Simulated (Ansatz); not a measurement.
Tl (simple cubic, Pm-3m) at seven volumes, PBE in the plane-wave PAW code Ansatz, scaled uniformly. One row is withheld.

```json
[
 {"V (Å³/atom)": "31.274", "P (GPa)": "2.66"},
 {"V (Å³/atom)": "32.305", "P (GPa)": "1.60"},
 {"V (Å³/atom)": "33.336", "P (GPa)": "?"},
 {"V (Å³/atom)": "34.367", "P (GPa)": "0.00"},
 {"V (Å³/atom)": "35.398", "P (GPa)": "-0.60"},
 {"V (Å³/atom)": "36.429", "P (GPa)": "-1.10"},
 {"V (Å³/atom)": "37.460", "P (GPa)": "-1.51"}
]
```

### Question
Fit the shown pressures and predict the withheld one.

### Answer
P = (3/2)B₀(x^(7/2) − x^(5/2))[1 + (3/4)(B′ − 4)(x − 1)] with x = (V₀/V)^(2/3). Least squares on the six rows gives V₀ = 34.367 Å³/atom, B₀ = 22.0 GPa, B′ = 5.27. At V = 33.336, x = 1.0205 and P = 0.73 GPa. The run itself gave 0.72 GPa.

A made-up cell: these elements were put on the sites of a structure type; neither database checked (COD, Materials Project) lists it. It is not the phase usual at ambient conditions (space group No. 194). Symmetry was held in the PBE relaxation. At this level the phase is mechanically unstable. Spin–orbit coupling is left out wherever it is not named.

Potentials: the later of the program's two PAW sets.
